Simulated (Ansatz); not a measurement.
## 4 guesses for HfSeS4 and where they end

Computed with DFT PBE, scalar-relativistic, plane waves, PAW in Ansatz 0.2.0. All cells share a 420 eV cutoff and Γ-centred k meshes spaced at most about 0.3 Å⁻¹ (about 0.25 or finer for metals, 2π included). No spin polarisation in the final relaxations.

Each guess was relaxed in cell and atoms at zero pressure, within the symmetry of its start. Temperature and zero-point effects are left out. Coordination counts S or Se atoms around Hf (for each partner element, those within 1.25 times its shortest distance or 1.15 times the sum of covalent radii, where it is the nearest in units of that sum or under 1.3; the shortest distance is added where it is long for a bond).

| guess | made from | start group | V start (Å³/atom) | end group | V end (Å³/atom) | coordination at the end | gap on mesh (eV) | E over the lowest end (meV/atom) |
| --- | --- | --- | --- | --- | --- | --- | --- | --- |
| 1 | RbBH4 type | F-43m | 24.0 | F-43m | 29.8 | Hf 12 from 3.7 Å | 0 | 1187 |
| 2 | HoInCo4 type | F-43m | 22.4 | ? | ? | ? | ? | ? |
| 3 | AlTlF4 type | P4/mmm | 21.5 | P4/mmm | 27.8 | Hf 6 | 0 | 311 |
| 4 | CeDyC4 type | P4/mmm | 19.2 | P4/mmm | 17.9 | Hf 8 | 0 | 0 |

Guess 2 as it starts:

```
Hf Se S
1.0
     0.00000    4.06460    4.06460
     4.06460    0.00000    4.06460
     4.06460    4.06460    0.00000
Hf Se S
1 1 4
Direct
  0.25000 0.25000 0.25000
  0.00000 0.00000 0.00000
  0.12392 0.62536 0.62536
  0.62536 0.12392 0.62536
  0.62536 0.62536 0.12392
  0.62536 0.62536 0.62536
```

Q: Fill in the missing row: what does this guess relax into, and where does it rank?

A: It ends in space group F-43m (No. 216), with a = 7.424 Å, 17.0 Å³/atom and no gap. It lies 0.56 eV/atom over the lowest end, above guess 3 and below guess 1. Counting S or Se atoms around Hf, this end has Hf 16 and the lowest (guess 4) has Hf 8.

```cif
data_structure
_symmetry_space_group_name_H-M 'P 1'
_symmetry_Int_Tables_number 1
_cell_length_a 5.2492
_cell_length_b 5.2492
_cell_length_c 5.2492
_cell_angle_alpha 60.000
_cell_angle_beta 60.000
_cell_angle_gamma 60.000
_cell_volume 102.28
loop_
_atom_site_label
_atom_site_type_symbol
_atom_site_fract_x
_atom_site_fract_y
_atom_site_fract_z
_atom_site_occupancy
Hf1 Hf 0.25000 0.25000 0.25000 1
Se1 Se 0.00000 0.00000 0.00000 1
S1 S 0.62238 0.62238 0.62238 1
S2 S 0.62238 0.62238 0.13285 1
S3 S 0.62238 0.13285 0.62238 1
S4 S 0.13285 0.62238 0.62238 1
```

The zero of energy is the elements' standard structures at the same level; no fitted shifts are applied.

Q: Is the lowest end bound against the elements?

A: Yes: its formation energy is −0.08 eV/atom. A negative formation energy is needed for stability but isn't enough: competing phases decide.

These runs have no spin–orbit coupling, which can matter for Hf. A magnetic state wasn't ruled out in cells without spin, among them P4/mmm at 27.8 Å³/atom. The reference forms of S and Se are held partly by dispersion forces, which this level lacks. Cells relaxed within their symmetry can be saddle points. A lower structure may well exist outside this small set. Some candidate types were left out of the draw beforehand, so a known form may be missing.
